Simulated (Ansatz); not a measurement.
Values for one crystal, relaxed and computed with DFT-r²SCAN in the program Ansatz with PAW potentials; other levels are named.

```yaml
volume_per_atom: 10.95 Å³
band_gap: 3.29 eV (indirect)
Highest zone-centre frequency (without LO–TO term): 901 cm⁻¹
HSE06 gap on the r²SCAN cell: 4.41 eV
hill_bulk_and_shear_moduli: 161 and 55.4 GPa
hole_effective_mass: 1.2, 1.7, 2.4 mₑ (principal values)
Young's modulus: 149 GPa
```

### Question
Which compound is it?
A) ZnWO4, P2/c (Zn on 2f, W on 2e, O on 4g, O on 4g)
B) SrZnAsF, P4/nmm (Sr on 2c, Zn on 2b, As on 2c, F on 2a)
C) GaAsO4, P3_121 (Ga on 3a, As on 3b, O on 6c, O on 6c)
D) HfO2, fluorite

### Answer
A, ZnWO4, P2/c (Zn on 2f, W on 2e, O on 4g, O on 4g)

The workflow started from a Materials Project entry (that database holds measured and hypothetical structures alike); the Crystallography Open Database files this formula in space group No. 13, but the cells were not matched. Its standing as an ambient phase is unchecked. The cell was relaxed with r²SCAN under the symmetry of its start; whether a distortion lowers the energy is not shown. No spin polarisation was allowed. No Hubbard U is applied. Scalar-relativistic: spin–orbit coupling is off unless named, which matters more the heavier the elements.

Potentials: the later of the program's two PAW sets.
